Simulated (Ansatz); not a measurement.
# Sr: energy along a strain

Sr, Fm-3m, a = 6.085 Å (as given, not relaxed at this level: -0.9 GPa). Ansatz: PBEsol, PAW, 420 eV, Γ-centred 10×10×10 mesh on 1 atom, Gaussian smearing 0.03 eV; no spin polarisation. Cell vectors (Å): 0.000 3.042 3.042; 3.042 0.000 3.042; 3.042 3.042 0.000. The cell is strained by x per cent times the pattern (0 0 0 0 0 1) in the order xx yy zz yz xz xy (engineering shears), with fractional coordinates held. y is the free energy over the start, V0 = 56.319 Å³/atom. Symmetry makes y even in x.

```tsv
x (%)	y (meV/atom)
-2.00	0.21
-1.00	0.04
0.00	0.00
0.25	0.00
0.50	0.01
0.75	0.02
1.25	0.07
1.50	0.10
1.75	?
```

Fit y = c2 x² + c4 x⁴ to the other rows, get the stiffness along the pattern, and predict the missing energy.

Least squares on the rows shown. y = 0.03635 x² + 0.004024 x⁴. The clamped-ion stiffness p·C·p = 2 × 0.3635 eV × 160.2 / 56.319 Å³ = 2.1 GPa, which is C66 in these axes (C44 of the cubic crystal) (second derivative at the start, which stands under stress). At x = 1.75 the fit asked for gives 0.15 meV/atom. The run gave 0.15 meV/atom, the same to the digits shown.